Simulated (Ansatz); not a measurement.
Relaxed candidate structures of LiF:

A. F-43m (No. 216), cF8, zinc blende type; a = b = c = 4.311 Å, α = β = γ = 90.00°; F 4c (0.250, 0.250, 0.250); Li 4a (0.000, 0.000, 0.000)

B. P6₃/mmc (No. 194), hP4, NiAs type; a = b = 2.787 Å, c = 4.810 Å, α = β = 90.00°, γ = 120.00°; Li 2a (0.000, 0.000, 0.000); F 2d (0.667, 0.333, 0.250)

C. Fm-3m (No. 225), cF8, rock salt type; a = b = c = 4.007 Å, α = β = γ = 90.00°; F 4a (0.000, 0.000, 0.000); Li 4b (0.500, 0.500, 0.500)

Task: Put the candidates in order of energy per atom, lowest first, for PBEsol (plane waves to 420 eV, PAW, scalar-relativistic; Ansatz, a quantum-chemistry and plane-wave program).

Result: C (reference, the lowest of the structures calculated here), A (+33 meV/atom), B (+44 meV/atom)

Task: Give each candidate's band gap.

Result: No candidate is metallic. A: 7.67 eV (no spin-orbit coupling); B: 8.91 eV (no spin-orbit coupling); C: 9.05 eV (no spin-orbit coupling).

Each run could gain symmetry but not lose that of its start, so entries can be saddle points. From databases, or of a type measured for this composition: Fm-3m, cF8, rock salt type; the others are generated cells (placed on structure types, drawn at random, substituted or restacked) that were not matched to a known phase here. Energies are at zero temperature and pressure, without zero-point motion. No spin polarisation in the result.
